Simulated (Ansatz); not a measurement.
B₂O₃ in space group Cmc2_1 (No. 36; B on 8b, O on 4a, O on 8b), plane-wave PAW PBEsol (Ansatz code). The conduction-band minimum lies at Γ, with 1 equivalent valley. Second derivatives d²E/dk² of the lowest band at one valley (eV·Å²), along Cartesian directions:

```tsv
direction	d²E/dk²
[100]	8.097
[010]	12.61
[001]	15.90
[110]	10.35
[101]	12.00
[011]	14.25
```

Task: Find the principal effective masses, the density-of-states mass and the conductivity mass.

Result: Off-diagonal terms follow from H_xy = H[110] − (H_xx + H_yy)/2, and m*/mₑ = 7.620 eV·Å² over each eigenvalue: 0.48, 0.60, 0.94. One valley's DOS mass (m₁m₂m₃)^(1/3) = 0.65, conductivity mass 3/(Σ 1/mᵢ) = 0.62 mₑ.

Task: What effective density of states Nc follows at 300 K for parabolic valleys?

Result: Nc = 2.509e19 × 1 × (0.65)^(3/2) ≈ 1.3e19 cm⁻³.

Task: With the computed static dielectric constant 6.27 (mean of the diagonal), estimate a hydrogenic donor's binding energy and radius.

Result: E = 13.606 eV × 0.62/6.27² ≈ 210 meV; a = 0.529 Å × ε/m* ≈ 5.3 Å. Semilocal masses tend to be too small when the gap is underestimated.

The workflow started from a Materials Project entry (that database holds measured and hypothetical structures alike); the Crystallography Open Database copy checked does not list it. COD files the formula under space group No. 144, 152. Its standing as an ambient phase is unchecked. The cell was relaxed with PBEsol under the symmetry of its start; its stability against distortions is not shown here.

Potentials: the later of the program's two PAW sets.
